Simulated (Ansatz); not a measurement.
Ag (fcc (Cu type)), relaxed with PBEsol (Ansatz, a first-principles code, plane waves, PAW): a = 4.053 Å, b = 4.053 Å, c = 4.053 Å, α = 90.00°, β = 90.00°, γ = 90.00°.

```
Item                  Result
--------------------  ------
B₀ by P(V) fit (GPa)     118
K_Hill (GPa)             119
G_Hill (GPa)            33.9
Θ_D (K)                  233
```

Q: The same phase is relaxed and computed with r²SCAN in the same code. What are the cell and these values now?

A: a = 4.1048 Å, b = 4.1048 Å, c = 4.1048 Å, α = 90.00°, β = 90.00°, γ = 90.00°.

B₀ by P(V) fit (GPa): 102
K_Hill (GPa): 103
G_Hill (GPa): 27.6
Θ_D (K): 212

All cells were relaxed under the symmetry of their starts (and spin orders); stability against distortions was not tested throughout. Named crystals with no word on spin ran without spin polarisation. Spin–orbit coupling is left out wherever it is not named.

Potentials: the earlier of the program's two PAW sets. The files were generated under PBE; for other functionals the program regenerates the frozen cores, and for LDA and PBEsol the local potential too.

Ansatz is a plane-wave DFT program.
